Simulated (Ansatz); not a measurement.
# SiMo3: do energies and stresses tell the same story?

All numbers below come from DFT PBEsol, scalar-relativistic, plane waves, PAW (Ansatz).

Plane waves to 420 eV, a k mesh through Γ of 8×8×8 on the computed 8-atom cell and Gaussian smearing (0.10 eV); no spin polarisation.

Relaxed cell: Pm-3n, a = 4.862 Å, b = 4.862 Å, c = 4.862 Å, α = 90.00°, β = 90.00°, γ = 90.00°, 8 atoms in the primitive cell. Whether it is the stable form of this composition wasn't checked.

Energies at zero smearing and pressures from the stress tensor, at volumes with shape and atoms relaxed:
| V (Å³/atom) | E − E(first) (meV/atom) | P (GPa) |
| --- | --- | --- |
| 12.639 | 0.00 | 44.79 |
| 13.070 | -101.10 | 30.83 |
| 13.501 | -167.55 | 18.91 |
| 13.932 | -204.33 | 8.72 |
| 14.363 | -215.71 | 0.00 |
| 14.794 | -205.39 | -7.43 |
| 15.225 | -176.58 | -13.76 |
| 15.799 | -114.14 | -20.76 |

Question: Check P = −dE/dV between neighbouring volumes, and get the bulk modulus from the pressures alone.

Answer: With 1 eV/Å³ = 160.2 GPa:
```json
{"middle V (Å³/atom)": "12.855", "−ΔE/ΔV (GPa)": "37.593", "mean P (GPa)": "37.811"}
{"middle V (Å³/atom)": "13.286", "−ΔE/ΔV (GPa)": "24.708", "mean P (GPa)": "24.872"}
{"middle V (Å³/atom)": "13.717", "−ΔE/ΔV (GPa)": "13.676", "mean P (GPa)": "13.814"}
{"middle V (Å³/atom)": "14.148", "−ΔE/ΔV (GPa)": "4.229", "mean P (GPa)": "4.360"}
{"middle V (Å³/atom)": "14.578", "−ΔE/ΔV (GPa)": "-3.837", "mean P (GPa)": "-3.712"}
{"middle V (Å³/atom)": "15.009", "−ΔE/ΔV (GPa)": "-10.710", "mean P (GPa)": "-10.595"}
{"middle V (Å³/atom)": "15.512", "−ΔE/ΔV (GPa)": "-17.414", "mean P (GPa)": "-17.263"}
```

The two differ by 0.22 GPa at most. The mean of two end pressures misses the average over a step by about ΔV² P″/12, up to 0.18 GPa here; with that taken off 0.04 GPa remains. The stress is the derivative of the free energy, not of the energy at zero smearing, and with free energies 0.01 GPa remains. Around V = 14.363 Å³/atom, the two neighbours give B = −V ΔP/ΔV = 14.363 × 16.14 / 0.862 = 269.1 GPa, against B0 = 267.6 GPa from the Birch–Murnaghan fit of the energies.

Cost: 9 runs of about 6.4 core-minutes in all, on Intel Xeon Platinum 8259CL (Skylake/Cascade Lake) (shared hosts).